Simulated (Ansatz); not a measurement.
## Structures of Be$_{2}$Pd: which is lowest?

Plane-wave DFT in Ansatz with scalar-relativistic PAW potentials, cutoff 420 eV, Γ-centred meshes chosen by cell and gap, Gaussian smearing with energies taken to zero width. Every cell was relaxed (cell and atoms) in a run of its own, within the symmetry of its start. Functional: PBE.

Relaxed structures (starts from databases or built by putting these elements on another compound's sites):
A. P6/mmm, 3 atoms in the computed cell, a = 3.713 Å, c = 2.623 Å; sites (symmetry × multiplicity) Be -6m2 × 2, Pd 6/mmm × 1; start: built
B. P4/mmm, 3 atoms in the computed cell, a = 3.842 Å, c = 2.650 Å; sites (symmetry × multiplicity) Be mmm. × 2, Pd 4/mmm × 1; start: built

Problem. Rank them by energy. Could pressure change the order?

Solution.
| structure | group | E − E(lowest) (meV/atom) | V (Å³/atom) | gap on mesh (eV) |
| --- | --- | --- | --- | --- |
| A | P6/mmm | 0.0 | 10.44 | 0.00 |
| B | P4/mmm | 243 | 13.04 | 0.00 |

A is lowest, 243 meV/atom under B. The lowest is also the densest of these, so pressure wouldn't bring one of the others in at first order. Other structures may lie lower than all of these, and vibrations aren't counted.